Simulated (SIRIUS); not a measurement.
SIRIUS run on Cu₃Sn (P6_3/mmc, 8 atoms in the cell; from Materials Project mp-13138, changed as shown): self-consistent single point.

Method: LDA (PW92), GBRV LDA ultrasoft pseudopotentials (plane waves; SIRIUS).

The change in words: lattice scaled by 1.02. Reference geometry (P6_3/mmc):
```
CELL_PARAMETERS angstrom
      5.50679     0.00000     0.00000
     -2.75339     4.76902     0.00000
      0.00000     0.00000     4.27269
ATOMIC_POSITIONS crystal
  Cu 0.15577 0.84423 0.75000
  Cu 0.84423 0.15577 0.25000
  Cu 0.31154 0.15577 0.25000
  Cu 0.68846 0.84423 0.75000
  Cu 0.15577 0.31154 0.75000
  Cu 0.84423 0.68846 0.25000
  Sn 0.33333 0.66667 0.25000
  Sn 0.66667 0.33333 0.75000
```

Reference input (self-consistent single point, DFT, LDA (PW92), plane waves, GBRV LDA ultrasoft pseudopotentials): parameters.ngridk = 6 6 6; parameters.xc_functionals = [XC_LDA_X, XC_LDA_C_PW]; parameters.gk_cutoff = 6.325 1/bohr; parameters.pw_cutoff = 14.143 1/bohr; parameters.smearing = fermi_dirac; parameters.smearing_width = 0.00367493 Ha; potentials = GBRV LDA ultrasoft pseudopotentials; parameters.electronic_structure_method = pseudopotential; parameters.num_bands = 85; parameters.num_mag_dims = 0; parameters.num_dft_iter = 100; parameters.energy_tol = 1e-07 Ha. This run's input differs from it in these lines:

```diff
@@ -32,5 +32,5 @@
     "lattice_vectors": [
-      [10.4063249258, 0.0, 0.0],
-      [-5.2031624629, 9.0121416829, 0.0],
-      [0.0, 0.0, 8.0742139154]
+      [10.6144518023, 0.0, 0.0],
+      [-5.3072259011, 9.1923837606, 0.0],
+      [0.0, 0.0, 8.2356985717]
     ],
@@ -44,12 +44,12 @@
       "Cu": [
-        [-2.7716726124, 7.6083203729, 6.0556604366],
-        [7.9748350753, 1.4038213099, 2.0185534789],
-        [2.4314898505, 1.4038213099, 2.0185534789],
-        [2.7716726124, 7.6083203729, 6.0556604366],
-        [0.0, 2.8076426199, 6.0556604366],
-        [5.2031624629, 6.204499063, 2.0185534789]
+        [-2.8271061653, 7.7604861422, 6.1767739288],
+        [8.1343320664, 1.4318976184, 2.0589246429],
+        [2.4801197359, 1.4318976184, 2.0589246429],
+        [2.8271061653, 7.7604861422, 6.1767739288],
+        [-0.0, 2.8637952368, 6.1767739288],
+        [5.3072259011, 6.3285885238, 2.0589246429]
       ],
       "Sn": [
-        [-5.2032e-06, 6.0080974593, 2.0185534789],
-        [5.2031676661, 3.0040442236, 6.0556604366]
+        [-5.3072e-06, 6.1282589045, 2.0589246429],
+        [5.3072312084, 3.0641248561, 6.1767739288]
       ]
```

Output, abridged:

```
[find] density tolerance         : 1e-06
[find] total energy tolerance    : 1e-07
[find] iter_solver_tol (initial) : 0.01
[find] iter_solver_tol (target)  : 1e-13
[find] num_dft_iter              : 100
Charges and magnetic moments
--------------------------------------------------------------------------------
total charge          : 142.000000
[find] | SCF iteration   0 out of 100|
[diagonalize] iterative solver tolerance (occupied, empty): 0.01 0.01
[diagonalize] average number of iterations: 4
[find] Charges and magnetic moments
[find] total charge          : 142.000000
[find] Energy
   [... lines left out ...]

[find] Charges and magnetic moments
[find] total charge          : 142.000000
[find] Energy
[find] smearing (-TS)                 :      -0.00270233
[find] Total energy                   :   -1369.56374939 (Ha),   -2739.12749878 (Ry)
[find] Free energy (E-TS)             :   -1369.56645172 (Ha),   -2739.13290345 (Ry)
[find] band gap (eV)                  :       0.00000000
[find] Efermi                         :       0.53204029
[find] iteration : 23, RMS (target) : 8.1314e-07 (1.0000e-06) , energy difference (target) : -8.1445e-10 (1.0000e-07)
[find] bands are converged : true
[find] iterative solver converged : false
[find] converged after 24 SCF iterations!
[find] Charges and magnetic moments
[find] total charge          : 142.000000
[find] Energy
[find] smearing (-TS)                 :      -0.00270233
[find] Total energy                   :   -1369.56374939 (Ha),   -2739.12749878 (Ry)
[find] Free energy (E-TS)             :   -1369.56645172 (Ha),   -2739.13290345 (Ry)
[find] band gap (eV)                  :       0.00000000
[find] Efermi                         :       0.53204029
[ground_state] === stress tensor components [kbar] ===
[ground_state] === stress_total ===
[ground_state]   119.933306   -0.000000    0.000000
[ground_state]    -0.000000  119.933336    0.000000
[ground_state]     0.000000    0.000000  123.689082
[ground_state] ==== total Forces in Ha/bohr =====
   [... lines left out ...]
[ground_state] atom:    3, force:       0.0033383      0.0019273      0.0000000
[ground_state] atom:    4, force:      -0.0000000     -0.0038547     -0.0000000
[ground_state] atom:    5, force:       0.0000000      0.0038547      0.0000000
[ground_state] atom:    6, force:       0.0000000      0.0000000      0.0000000
[ground_state] atom:    7, force:      -0.0000000     -0.0000000     -0.0000000
```

The run converged in 24 iterations. SIRIUS prints the stress tensor with tension positive. Against the reference run the free energy goes up by 49.3 meV/atom, the pressure goes from -6.39 to -12.12 GPa and the largest force goes from 0.116 to 0.198 eV/Å.

The structure comes from a collection of computed structures, made at another level of theory; the collection holds predicted forms beside known ones. No clean gap shows at this smearing width and mesh (spacing up to 0.24 Å⁻¹); the mesh is coarse for partly filled bands, so the values carry mesh errors.

Cost on one core: around 4 core-minutes (rough).
